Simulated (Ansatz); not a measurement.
KPH2O4:
```
KPH2O4
1.0
    0.00000     5.30089     3.46119
    5.25942     0.00000     3.46119
    5.25942     5.30089     0.00000
K H P O
2 4 2 8
Cartesian
  5.25942   5.30089   1.72699
  2.62971   2.65045   3.45759
  5.90588   2.19782   2.63135
  4.61297   8.40397   2.63135
  7.24268   4.84826   4.36194
  3.27617   5.75352   4.36194
  5.25942   5.30089   5.27894
  2.62971   2.65045   0.08715
  2.96029   3.89119   0.92176
  2.29913   1.40970   0.92176
  4.92885   1.24074   2.65236
  0.33058   4.06015   2.65236
  3.85547   7.62183   2.61134
  6.66337   2.97996   2.61134
  4.03366   4.97138   4.34194
  6.48518   5.63041   4.34194
```

Cartesian axes are those of the cell as given.

Task: Give the proper piezoelectric stress tensor with relaxed ions from plane-wave PAW PBEsol (Ansatz code).

Result: In C/m², rows x, y, z, Voigt columns; mesh uncertainty up to 0.00.
```
 0.00   0.00   0.00   0.00   0.06   0.00
 0.00   0.00   0.00   0.01   0.00   0.00
 0.10   0.12  -0.02   0.00   0.00   0.00
```

The elastic tensor of the same run (GPa):

```
39.7  23.3  14.5   0.0   0.0   0.0
23.3  38.5  14.2   0.0   0.0   0.0
14.5  14.2  55.1   0.0   0.0   0.0
 0.0   0.0   0.0  12.9   0.0   0.0
 0.0   0.0   0.0   0.0  13.5   0.0
 0.0   0.0   0.0   0.0   0.0  48.4
```

Task: Convert to strain constants d = e·S.

Result: In pC/N:
```
 0.0   0.0   0.0   0.0   4.6   0.0
 0.0   0.0   0.0   0.4   0.0   0.0
 1.5   2.6  -1.5   0.0   0.0   0.0
```

Space group Fdd2. The first step of the workflow began from a Materials Project structure, measured or hypothetical; the Crystallography Open Database files this formula in space group No. 43, but the cells were not matched. Its standing as an ambient phase is unchecked. The PBEsol relaxation kept the symmetry of its start; its stability against distortions is not shown here. Signs of piezoelectric constants follow the polarity of the cell as given.

Potentials: the earlier of the program's two PAW sets. The files were generated under PBE; for other functionals the program regenerates the frozen cores, and for LDA and PBEsol the local potential too.
